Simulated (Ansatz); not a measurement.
AlP (zinc blende)

```yaml
crystal:
  lattice:
    - [0.00000, 2.75388, 2.75388]
    - [2.75388, 0.00000, 2.75388]
    - [2.75388, 2.75388, 0.00000]
  atoms:
    - { symbol: P, position: [0.25000, 0.25000, 0.25000] }
    - { symbol: Al, position: [0.00000, 0.00000, 0.00000] }
```

The slice is a {100} plane (indices of the conventional cell) through the point (0.000, 0.000, 0.000) (fractional), spanned by u = [100] and v = [0 1 -1] in vectors of this cell: u (3.89 Å) and v (3.89 Å, at 90° to u). It covers one period; positions are fractions (u, v).

The numbers are results of PBE (plane waves to 420 eV, PAW, scalar-relativistic; Ansatz, an electronic-structure program), not measurements. k mesh 10×10×10. These are valence fields of a PAW run, semicore shells included where kept as valence: close to a nucleus they are smooth pseudo fields. AlP was relaxed with its symmetry unable to fall.

Question: Sketch the electron localisation function (ELF) on this plane as a map.

Answer: 
```
|xxxx037999998888899999730xxx|
|xxx01468998888888889986410xx|
|xx0014677887777777887764100x|
|0011345666666666666666543110|
|3344444555554444455555444443|
|7766544433333333333334445667|
|9987654322222222222223456789|
|9997653221111111111122356799|
|9998653211000000000112356899|
|9988653210000000000012356889|
|9987653210000000000012356789|
|8887643210000000000012346788|
|8887643210000000000012346788|
|8887643210000000000012346788|
|8887643210000000000012346788|
|8887643210000000000012346788|
|9987653210000000000012356789|
|9988653210000000000012356889|
|9998653211000000000112356899|
|9997653221111111111122356799|
|9987654322222222222223456789|
|7766544433333333333334445667|
|3344444555554444455555444443|
|0011345666666666666666543110|
|xx0014677887777777887764100x|
|xxx01468998888888889986410xx|
|xxxx037999998888899999730xxx|
|xxxx037999998888899999730xxx|
```
Scale: ten equal steps from 0.01 (start of '0') to 0.73 (end of '9'), in the order '0123456789'. Values: electron localisation function (ELF). The map has 28 points along u (one character each, u = 0 at the left) and 28 along v (v = 0 in the bottom row). Points within 0.5 Å of a nucleus are blanked (x), as the pseudised field means little there.
